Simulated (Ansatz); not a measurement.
Geometry optimisation in Ansatz: input, command and trajectory.

```yaml
crystal:
  lattice:
    - [4.746137621, 0.0, 0.0]
    - [-2.3730688105, 4.1102757497, 0.0]
    - [0.0, 0.0, 3.8292701261]
  atoms:
    - { symbol: Cu, position: [0.5, 0.0, 0.0] }
    - { symbol: Cu, position: [0.5, 0.5, 0.0] }
    - { symbol: Cu, position: [0.0, 0.5, 0.0] }
    - { symbol: Os, position: [0.0, 0.0, 0.0] }
    - { symbol: Os, position: [0.3333333333, 0.6666666667, 0.5] }
    - { symbol: Os, position: [0.6666666667, 0.3333333333, 0.5] }
basis:
  ecutwfc: 420
kpoints:
  mp_grid: { grid: [6, 6, 4] }
hamiltonian:
  xc: pbe
scf:
  occupations: { method: gaussian, width: 0.1 }
  lower_state_search: "off"
output:
  forces: true
  stress: true
  eigenvalues: true
relax:
  adjacent_minimum: "off"
  f_tol: 0.04
  max_steps: 70
  cell: { stress_tol: 0.4 }
```

```bash
ansatz run input.yaml --threads 1 --pin off --max-ram 2560MiB --backend cpu --events-out ev --progress --plain --runs-dir out
```

Method: Ansatz, DFT PBE, scalar-relativistic, plane waves, PAW.

Of 8 frames 7 are shown, positions in Å and forces in eV/Å; the SCF threshold varies from step to step. Steps run on the plane waves of an earlier cell, with a Pulay correction in the pressure. The basis is chosen afresh for the last frame, the zero of the energies, and at times for earlier ones too; energy and pressure step there, also at an unchanged geometry. Here that happened at step 6 (-4 meV/atom, 0.6 GPa); the frames before carry an error of that size.

```xyz
6
Lattice="4.7461 0.0000 0.0000 -2.3731 4.1103 0.0000 0.0000 0.0000 3.8293" Properties=species:S:1:pos:R:3:forces:R:3 pbc="T T T" step=1 free_energy_over_end_meV_per_atom=379.59 pressure_GPa=53.31
Cu    2.3731    0.0000    0.0000    0.0000    0.0000    0.0000
Cu    1.1865    2.0551    0.0000    0.0000    0.0000    0.0000
Cu   -1.1865    2.0551    0.0000    0.0000    0.0000    0.0000
Os    0.0000    0.0000    0.0000    0.0000    0.0000    0.0000
Os    0.0000    2.7402    1.9146    0.0000    0.0000    0.0000
Os    2.3731    1.3701    1.9146    0.0000    0.0000    0.0000
6
Lattice="4.8521 0.0000 0.0000 -2.4260 4.2020 0.0000 0.0000 0.0000 4.0178" Properties=species:S:1:pos:R:3:forces:R:3 pbc="T T T" step=2 free_energy_over_end_meV_per_atom=85.66 pressure_GPa=18.79
Cu    2.4260    0.0000    0.0000    0.0000    0.0000    0.0000
Cu    1.2130    2.1010    0.0000    0.0000    0.0000    0.0000
Cu   -1.2130    2.1010    0.0000    0.0000    0.0000    0.0000
Os    0.0000    0.0000    0.0000    0.0000    0.0000    0.0000
Os    0.0000    2.8013    2.0089    0.0000    0.0000    0.0000
Os    2.4260    1.4007    2.0089    0.0000    0.0000    0.0000
6
Lattice="4.8896 0.0000 0.0000 -2.4448 4.2345 0.0000 0.0000 0.0000 4.1727" Properties=species:S:1:pos:R:3:forces:R:3 pbc="T T T" step=3 free_energy_over_end_meV_per_atom=12.82 pressure_GPa=4.21
Cu    2.4448    0.0000    0.0000    0.0000    0.0000    0.0000
Cu    1.2224    2.1172    0.0000    0.0000    0.0000    0.0000
Cu   -1.2224    2.1172    0.0000    0.0000    0.0000    0.0000
Os    0.0000    0.0000    0.0000    0.0000    0.0000    0.0000
Os    0.0000    2.8230    2.0864    0.0000    0.0000    0.0000
Os    2.4448    1.4115    2.0864    0.0000    0.0000    0.0000
6
Lattice="4.8791 0.0000 0.0000 -2.4396 4.2255 0.0000 0.0000 0.0000 4.2738" Properties=species:S:1:pos:R:3:forces:R:3 pbc="T T T" step=4 free_energy_over_end_meV_per_atom=4.46 pressure_GPa=-0.36
Cu    2.4396    0.0000    0.0000    0.0000    0.0000    0.0000
Cu    1.2198    2.1127    0.0000    0.0000    0.0000    0.0000
Cu   -1.2198    2.1127    0.0000    0.0000    0.0000    0.0000
Os    0.0000    0.0000    0.0000    0.0000    0.0000    0.0000
Os    0.0000    2.8170    2.1369    0.0000    0.0000    0.0000
Os    2.4396    1.4085    2.1369    0.0000    0.0000    0.0000
6
Lattice="4.8785 0.0000 0.0000 -2.4392 4.2249 0.0000 0.0000 0.0000 4.2675" Properties=species:S:1:pos:R:3:forces:R:3 pbc="T T T" step=5 free_energy_over_end_meV_per_atom=4.40 pressure_GPa=0.03
Cu    2.4392    0.0000    0.0000    0.0000    0.0000    0.0000
Cu    1.2196    2.1124    0.0000    0.0000    0.0000    0.0000
Cu   -1.2196    2.1124    0.0000    0.0000    0.0000    0.0000
Os    0.0000    0.0000    0.0000    0.0000    0.0000    0.0000
Os    0.0000    2.8166    2.1337    0.0000    0.0000    0.0000
Os    2.4392    1.4083    2.1337    0.0000    0.0000    0.0000
6
Lattice="4.8785 0.0000 0.0000 -2.4392 4.2249 0.0000 0.0000 0.0000 4.2675" Properties=species:S:1:pos:R:3:forces:R:3 pbc="T T T" step=6 free_energy_over_end_meV_per_atom=0.22 pressure_GPa=0.58
Cu    2.4392    0.0000    0.0000    0.0000    0.0000    0.0000
Cu    1.2196    2.1124    0.0000    0.0000    0.0000    0.0000
Cu   -1.2196    2.1124    0.0000    0.0000    0.0000    0.0000
Os    0.0000    0.0000    0.0000    0.0000    0.0000    0.0000
Os    0.0000    2.8166    2.1337    0.0000    0.0000    0.0000
Os    2.4392    1.4083    2.1337    0.0000    0.0000    0.0000
6
Lattice="4.8767 0.0000 0.0000 -2.4384 4.2234 0.0000 0.0000 0.0000 4.2822" Properties=species:S:1:pos:R:3:forces:R:3 pbc="T T T" step=8 free_energy_over_end_meV_per_atom=0.00 pressure_GPa=0.04
Cu    2.4384    0.0000    0.0000    0.0000    0.0000    0.0000
Cu    1.2192    2.1117    0.0000    0.0000    0.0000    0.0000
Cu   -1.2192    2.1117    0.0000    0.0000    0.0000    0.0000
Os    0.0000    0.0000    0.0000    0.0000    0.0000    0.0000
Os    0.0000    2.8156    2.1411    0.0000    0.0000    0.0000
Os    2.4384    1.4078    2.1411    0.0000    0.0000    0.0000
```

The start puts this composition into another compound's structure type, which needn't suit it. At the end the space group is P6/mmm (tolerance 0.05 Å).

It took 30 s on 1 thread of Intel(R) Xeon(R) 6975P-C (Granite Rapids) (shared host), peak memory 0.46 GiB.

The k mesh is coarse. Spin–orbit coupling is left out, which can shift energies with elements as heavy as these.